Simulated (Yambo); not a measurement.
CdTe (zinc blende, space group F-43m, No. 216), G0W0@PBEsol in Yambo; all else as in the reference (4×4×4 Γ-centred k mesh, bands 5 to 165 and a 10 Ry block in the screening, 165 bands in G with the Bruneval-Gonze terminator, plasmon pole fitted at 27.2 eV). One parameter is varied: the cutoff of the wavefunctions in Yambo, over 10, 20, 30, 50, 102 Ry.

Problem. From which value on does the gap Γ → Γ stay within 0.05 eV of the largest setting?

Solution. From 30 Ry on.
| cutoff of the wavefunctions in Yambo (Ry) | G0W0 gap (eV) | valence shift (eV) |
|---|---|---|
| 10 | 1.66 | -0.62 |
| 20 | 1.70 | -1.00 |
| 30 | 1.79 | -1.11 |
| 50 | 1.82 | -1.11 |
| 102 | 1.82 | -1.11 |
The last step of the sweep still moves the gap by 1 meV; the other settings are held fixed.

The standard potential for Te keeps a d shell in the valence without the s and p states of that shell. In tests on such compounds this moved G0W0 gaps by up to about 0.9 eV, so absolute quasiparticle energies here are unreliable; differences between settings are what counts.

Spin-orbit coupling is not included.

Geometry relaxed with PBEsol; primitive cell a = b = c = 4.589 Å, α = β = γ = 60.00°.

A shift is the quasiparticle energy of the state minus its PBEsol energy.
